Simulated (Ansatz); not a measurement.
The cell comes from COD entry 1534935, which wasn't checked; take it as a given geometry. The listed cell was then made from it by scaling, straining or moving an atom.

W: DFT, PBEsol, all-electron PAW with datasets made for the crystal, scalar-relativistic (Ansatz 0.2.0). What sets it apart from a plain run of this crystal: equal xx and yy strain of +2 %.

Command: `ansatz run input.yaml --threads 1 --pin off --max-ram 3072MiB --backend cpu --events-out ev --progress --plain --runs-dir out` The run took 8.4 s on 1 thread of Intel(R) Xeon(R) Platinum 8488C (Sapphire Rapids), with other jobs on the host, peak memory 0.5 GiB.

```yaml
crystal:
  lattice:
    - [0.0, 2.0706, 2.03]
    - [2.0706, 0.0, 2.03]
    - [2.0706, 2.0706, 0.0]
  atoms:
    - { symbol: W, position: [0.0, 0.0, 0.0] }
kpoints:
  mp_grid: { grid: [14, 14, 14] }
scf:
  occupations: { method: fermi_dirac, width: 0.05 }
hamiltonian:
  xc: pbesol
  pseudopotentials: { kind: all_electron, datasets: crystal }
output:
  forces: true
  stress: true
  eigenvalues: true
  efg: { contact_densities: true }
```

Output:

```
hamiltonian.pseudopotentials.datasets: crystal makes datasets for this crystal and solves the spheres of its atoms anew in each pass: cutoff 300.0 eV, the density's 1200.0 eV; for an error of 0.50 meV an atom under PBE, 0.5 meV for the cell; an energy difference from a run of another recipe may be off by several times the error for the cell, under r2SCAN by more, where some 0.1 meV an atom stays at smaller errors; W in spheres of 1.376 Å, 6 of its electrons in bands, 22 on its site; only band paths and densities of states list, in semicore columns, the levels of the semicore shells that are solved separately: 4f of W, 5s of W, 5p of W
W: output.efg is read without spin–orbit coupling, which moves field gradients at and beside such atoms by some per cent and up to a factor of two; PAW files take it under magnetization.noncollinear and magnetization.spin_orbit
Engine: ansatz 0.2.0
Pseudopotentials: kind: all_electron
Pseudopotential: W, paw, valence charge 28, recommended cutoff 300 eV (normal), Koelling and Harmon's equation, gaussian nucleus
Functional definition: PBEsol
  exchange = pbesol_x
  correlation = pbesol_c
Crystal: 1 atoms, lattice volume = 17.407 Å³
Basis set: ecut = 300 eV, 181 PW (Γ), exchange–correlation on 36×36×36 points (8 copies of the dense FFT grid, shifted against one another)
Bands: 7, of which v1, the nominal top of the filled ones, is band 3 counted from 1 (2 counted from 0)
Symmetry: 16 space group operations
Space group: I4/mmm (ITA 139), of the structure as read, at distance tolerance 2.6e-5 Å
k-points: 244 of 2744
Non-local potential: W, projectors of the file, l = 0: 1, l = 1: 1, l = 2: 2
PAW form: soft (Blöchl's): semilocal exchange-correlation on the pseudo side does not see the compensation charge
PAW one-centre angular grid: W, 590 points (default); XC on its mesh's 1823 points in the sphere
Initial density: superposition of atomic densities (neutral atoms: chi_scale 0, normalization atom)
Initial wavefunctions: pseudopotential atomic-orbital guess
Functional: x = pbesol(κ = 0.804, μ = 0.12345679012345678), c = pbesol(β = 0.046)
iter 1 solved again at ethr=4.05e-2 eV; its pass at ethr=1.00e-1 eV (dr2=2.43e0 eV) is discarded
SCF iter   1: F=—  HF=-439074.230322 eV  |F-HF|=—  |Δ(HF+E_count)|=         —  Δρ=1.12e-1  dr2=2.48e0  ethr=4.05e-2  ⟨swp⟩=2.0  Hψ=10701  notcnv=0
preconditioner: auto → none  [metal: Δε(μ)=0.030 eV  Ē_g=8.344 eV  σ=0.050 eV  W_gap=0.15  n_scr=0 (ndim 8)  ℏωp=21.8 eV  f_vac=0.000  D(μ)=1.14/eV (n_scr^D=14)]
iter 2 solved again at ethr=2.15e-3 eV; its pass at ethr=4.05e-2 eV (dr2=1.29e-1 eV) is discarded
SCF iter   2: F=—  HF=-439073.457097 eV  |F-HF|=—  |Δ(HF+E_count)|=   7.73e-1  Δρ=2.68e-2  dr2=1.24e-1  ethr=2.15e-3  ⟨swp⟩=2.5  Hψ=6970  notcnv=0  defer=42
SCF iter   3: F=—  HF=-439073.400553 eV  |F-HF|=—  |Δ(HF+E_count)|=   5.65e-2  Δρ=3.62e-3  dr2=8.86e-4  ethr=2.07e-3  ⟨swp⟩=2.4  Hψ=3512  notcnv=0  defer=1
SCF iter   4: F=—  HF=-439073.397246 eV  |F-HF|=—  |Δ(HF+E_count)|=   3.31e-3  Δρ=4.89e-4  dr2=1.16e-5  ethr=1.48e-5  ⟨swp⟩=3.0  Hψ=4950  notcnv=0
SCF iter   5: F=—  HF=-439073.397402 eV  |F-HF|=—  |Δ(HF+E_count)|=   1.56e-4  Δρ=1.62e-4  dr2=2.19e-6  ethr=1.94e-7  ⟨swp⟩=3.0  Hψ=4859  notcnv=0
SCF iter   6: F=—  HF=-439073.397401 eV  |F-HF|=—  |Δ(HF+E_count)|=   1.04e-6  Δρ=4.16e-5  dr2=9.30e-8  ethr=3.66e-8  ⟨swp⟩=2.0  Hψ=2493  notcnv=0
SCF iter   7: F=-439073.397401 eV  HF=-439073.397401 eV  |F-HF|=9.90e-10  |Δ(HF+E_count)|=   2.58e-8  Δρ=3.41e-6  dr2=2.04e-9  ethr=1.55e-9  ⟨swp⟩=2.1  Hψ=2511  notcnv=0
SCF 1 converged in 7 iterations: F = -439073.397400 eV  dr2 = 2.04e-9
  Residual-converged pass: ⟨swp⟩=3.4  Hψ=3295  notcnv=0  max |occ|·‖R‖ = 3.7e-6 eV (tolerance 3.7e-6 eV)  dr2=2.33e-9  dr2_onsite=6.07e-10  max |Δocc| = 4.2e-8
  greatest PAW one-centre occupation: 0.377 electrons in one spin orbital (limit 2), on the W atom at site 0 (counted from 0), in its partial waves of l = 2
SCF converged after 7 iterations
Free energy (F): -439073.397400 eV
Harris-Foulkes:  -439073.397400 eV  (|F-HF|=9.90e-10)
Internal energy: -439073.386110 eV  (E = F + TS)
E sigma→0 (E₀):  -439073.391755 eV
Entropy (-TS):   -0.011290 eV (-11.290 meV/atom)
Past the cutoff: the bands carry plane waves up to 1.75 times it, of which those up to 1.5 times it add -0.000149 eV an atom, each by itself; the spheres take 0.000089 eV an atom off the energy for waves past 1.75 times it
By the cutoff:   a pressure is off by up to 0.006 GPa (1.2 times the spheres' own share and the shells' term, over an atom's volume, and 0.004 GPa: a bound that held against runs at twice the plane waves)
Past the cutoffs: a stress includes 0.0049 GPa for waves and charges beyond them, in addition to the slope of what the spheres take
In the spheres:  the bands' charges fall short by 1.3e-6 e at most (sound up to 1e-3), those of shells solved beside the bands by 1.8e-7 e (sound up to 5e-4)
Fermi energy:    25.668061 eV
--- Per-component energies (eV) ---
  The terms above E_closure are by the made datasets' own strengths, without shells solved beside the bands.
--- Forces (eV/Å), atoms counted from 1 ---
  atom   1  W     -0.00000000     0.00000000    -0.00000000
  max |Σ_I F_I| component: 4.93e-32 eV/Å
--- Stress (GPa, compression-positive) ---
      -19.550224       0.000000       0.000000
        0.000000     -19.550224      -0.000000
        0.000000      -0.000000     -25.609752
  P = ⅓ Tr σ = -21.5701 GPa (-215.701 kbar)
  It holds what live shells' own plane waves past their cutoff add
--- PAW observables at the nuclei: V_zz in 10²¹ V/m², potentials from the cell's mean, atoms counted from 1 ---
  atom   1  W  V_zz =    +0.701802   η = 0.0000   by run symmetry: allowed
            electrostatic potential = -14815.629927 V   contact ρ = 8806501.623404 e/Å³
--- Band table (eV; the first three rows and the last of 244) ---
  k-point 0: bands = ["16.9810", "25.0906", "25.0906", "25.3266", "27.8507"]
  k-point 1: bands = ["17.1901", "24.9848", "25.1864", "25.3737", "27.7766"]
  k-point 2: bands = ["17.7828", "24.6388", "25.4000", "25.5805", "27.6667"]
  k-point 243: bands = ["20.5889", "21.4713", "28.6949", "30.2527", "31.0000"]
```
